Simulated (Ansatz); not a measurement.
Starting cell, MgO (rock salt):

```yaml
crystal:
  lattice:
    - [0.00000, 2.12687, 2.12687]
    - [2.12687, 0.00000, 2.12687]
    - [2.12687, 2.12687, 0.00000]
  atoms:
    - { symbol: O, position: [0.00000, 0.00000, 0.00000] }
    - { symbol: Mg, position: [0.50000, 0.50000, 0.50000] }
```

In this cell atom 1 (O, nearest neighbour Mg at 2.127 Å; its periodic images, 3.0 Å or more away, move with it) is moved by s along Cartesian [110], unit vector (0.707, 0.707, 0.000); all other atoms and the cell stay fixed.

These are PBE (plane waves to 420 eV, PAW, scalar-relativistic; Ansatz, an electronic-structure program) values and carry that method's errors. k mesh 11×11×11 (Γ-centred), Fermi-Dirac smearing 0.05 eV. Energies are smeared free energies. MgO was relaxed with its symmetry unable to fall. ΔE is measured from the undisplaced structure.

| s (Å) | ΔE (meV/cell) |
|---|---|
| -0.430 | 496 |
| -0.344 | 305 |
| -0.258 | 165 |
| -0.172 | 71 |
| -0.086 | 18 |
| 0.000 | 0 |
| 0.086 | 18 |
| 0.172 | 71 |
| 0.258 | 165 |
| 0.344 | 305 |
| 0.430 | 496 |

Task: What force constant k = d²E/ds² at s = 0 does the table give?

Result: 4.7 eV/Å². It is the second difference of the nearest points, corrected with the next pair.

Task: With k = 4.72 eV/Å² from the forces, is the well harmonic out to s = 0.430 Å?

Result: ½ks² = 437 meV/cell against the computed 496 meV/cell, so the well is stiffer than harmonic there.

(A displaced cell: forces are minus the slopes of the energy, force constants its curvatures, and phonons follow from these.)
